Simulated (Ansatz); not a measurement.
CsRuO₄: settings compared (Ansatz)

The input file (Ansatz 0.2.0, plane waves):

```yaml
crystal:
  lattice:
    - [0.0, 3.709631, 3.709631]
    - [3.709631, 0.0, 3.709631]
    - [3.709631, 3.709631, 0.0]
  atoms:
    - { symbol: Cs, position: [0.5, 0.5, 0.5] }
    - { symbol: Ru, position: [0.0, 0.0, 0.0] }
    - { symbol: O, position: [0.127, 0.127, 0.127] }
    - { symbol: O, position: [0.619, 0.127, 0.127] }
    - { symbol: O, position: [0.127, 0.127, 0.619] }
    - { symbol: O, position: [0.127, 0.619, 0.127] }
  symmetry: { tolerance: 0.0003 }
kpoints:
  mp_grid: { grid: [4, 4, 4], shift: [0, 0, 0] }
magnetization:
  spin_polarized: false
scf:
  occupations: { method: gaussian, width: 0.0439 }
hamiltonian:
  pseudopotentials: { kind: paw }
  xc: pbe
basis:
  ecutwfc: 420
output:
  forces: true
  stress: true
  eigenvalues: true
  write_density: true
  write_potential: true
  elf: true
  volumetric_format: npy
```

Launch command:

```bash
ansatz run input.yaml --threads 1 --pin off --max-ram 2560MiB --backend cpu --events-out ev --progress --plain --runs-dir out
```

Origin of the cell: a known structure type with other elements, at an estimated volume, so it need not be a known compound.

Output of this run (shortened):

```
Pseudopotentials: kind: paw
Pseudopotential: Cs, paw, valence charge 9, recommended cutoff 420 eV (normal), Cs.paw.azcp
Pseudopotential: Ru, paw, valence charge 16, recommended cutoff 420 eV (normal), Ru.paw.azcp
Pseudopotential: O, paw, valence charge 6, recommended cutoff 420 eV (normal), O.paw.azcp
Functional definition: PBE
  exchange = pbe_x(kappa = kappa, mu = beta*pi^2/3)
  correlation = pbe_c(beta = beta)
Crystal: 6 atoms, lattice volume = 102.099 Å³
Basis set: ecut = 420 eV, 1989 PW (Γ), exchange–correlation on 72×72×72 points (8 copies of the dense FFT grid, shifted against one another)
Bands: 31, of which v1, the nominal top of the filled ones, is band 25 counted from 1 (24 counted from 0)
Symmetry: 24 space group operations
Space group: F-43m (ITA 216), of the structure as read, at distance tolerance 1.4e-3 Å
[… 7 lines left out …]
Initial density: superposition of atomic densities (neutral atoms: chi_scale 0, normalization atom), corrected by the library's trained network
Functional: x = pbe(κ = 0.804, μ = 0.219515), c = pbe(β = 0.066725)
SCF iter   1: F=—  HF=-13813.959959 eV  Δρ=7.61e-3  dr2=5.86e-2
SCF iter   2: F=—  HF=-13813.954495 eV  Δρ=4.99e-3  dr2=3.40e-2  defer=10
SCF iter   3: F=—  HF=-13813.954484 eV  Δρ=4.74e-3  dr2=2.78e-2  defer=10
SCF iter   4: F=—  HF=-13813.952756 eV  Δρ=3.54e-3  dr2=1.75e-2  defer=10
SCF iter   5: F=—  HF=-13813.950311 eV  Δρ=1.06e-3  dr2=1.18e-3  defer=10
SCF iter   6: F=—  HF=-13813.950509 eV  Δρ=2.61e-4  dr2=8.13e-5  defer=10
SCF iter   7: F=—  HF=-13813.950484 eV  Δρ=8.31e-5  dr2=7.29e-6  defer=10
SCF iter   8: F=—  HF=-13813.950485 eV  Δρ=2.47e-5  dr2=6.52e-7  defer=10
SCF iter   9: F=-13813.950485 eV  HF=-13813.950485 eV  Δρ=7.69e-6  dr2=5.39e-8
SCF 1 converged in 9 iterations: F = -13813.950485 eV  dr2 = 5.39e-8
SCF converged after 9 iterations
Free energy (F): -13813.950485 eV
Harris-Foulkes:  -13813.950485 eV  (|F-HF|=2.65e-8)
Internal energy: -13813.935859 eV  (E = F + TS)
E sigma→0 (E₀):  -13813.943172 eV
Entropy (-TS):   -0.014625 eV (-2.438 meV/atom)
Fermi energy:    8.305017 eV
--- Per-component energies (eV) ---
  E_band       = -435.073892
  E_kinetic    = 1365.866349
  E_local      = -5097.355797  (includes V_loc(G=0)·N_el)
  E_nonlocal   = 566.993110
  E_hartree    = 1927.973101
  E_xc         = -661.104076
  E_vxc        = -743.449925  (∫ρ·V_xc dr)
  E_paw        = -9158.402696  (= ΣΔE_a)
  E_vpaw       = -383.097111  (= ΣTr[D̂ρ^β])
  E_aug_tail   = 0.009265  (compensation charges beyond the density's cutoff)
  E_ewald      = -2757.915115
  E_smearing   = -0.014625  (= −TS)
  Σ components = -13813.950485   (vs F -13813.950485, Δ=0.00e0)
--- Forces (eV/Å), atoms counted from 1 ---
  atom   1  Cs    -0.000000     0.000000     0.000000
  atom   2  Ru     0.000000    -0.000000     0.000000
  atom   3  O      3.333452     3.333452     3.333452
  atom   4  O      3.333452    -3.333452    -3.333452
  atom   5  O     -3.333452    -3.333452     3.333452
  atom   6  O     -3.333452     3.333452    -3.333452
  max |Σ_I F_I| component: 2.66e-15 eV/Å
--- Stress (GPa, compression-positive) ---
       29.987395      -0.000000      -0.000000
        0.000000      29.987395       0.000000
       -0.000000       0.000000      29.987395
  P = ⅓ Tr σ = 29.9874 GPa (299.874 kbar)
```

The same input was run again with these changes:

1. `kpoints.mp_grid.grid` [4, 4, 4] → [1, 1, 1]; `scf.lower_state_search` default → "off"; `scf.occupations.width` 0.0439 → default; `scf.occupations.method` gaussian → tetrahedron
2. `crystal.symmetry` { tolerance: 0.0003 } → { detect: false }
3. `basis.ecutwfc` 420 → "700 eV"
4. `hamiltonian.xc` pbe → revpbe; `hamiltonian.hubbard` default → { sites: [{ species: Ru, l: d, u_eff: 1.0 }], double_counting: amf }; `scf.eigensolver.kind` default → davidson; `basis.precision` default → f64

```tsv
run	end	SCF iterations	P (GPa)	max force component (eV/Å)	moment (μB)	ΔE(σ→0) (meV/atom)
base	converged	9	29.99	3.333	–	0
1	converged	38	25.98	3.174	–	-113.17
2	converged	11	29.99	3.333	–	0.00
3	converged	9	29.95	3.330	–	-5.35
4	converged	18	32.49	3.383	–	–
```

Energies are compared only where functional, datasets, charge and starting cell are the same.

Not properties of the system: run 1 (too coarse or loose: `kpoints.mp_grid.grid` = [1, 1, 1]).

Caveats of the base run: no moments, though an odd count or open d shells may carry them; the given cell is far from equilibrium, with atoms too close or a volume far off; the k mesh is coarse if the cell is a metal.

Run 1: the exchange-correlation potential is rough where the density is thin.
Run 4: forces of this functional can be a tenth off on datasets made under PBE.

The base run ran for 3.2 s on 1 thread of Intel(R) Xeon(R) Platinum 8375C CPU @ 2.90GHz (Ice Lake), with other jobs on the host, peak memory 0.4 GiB, from the program's own first density.
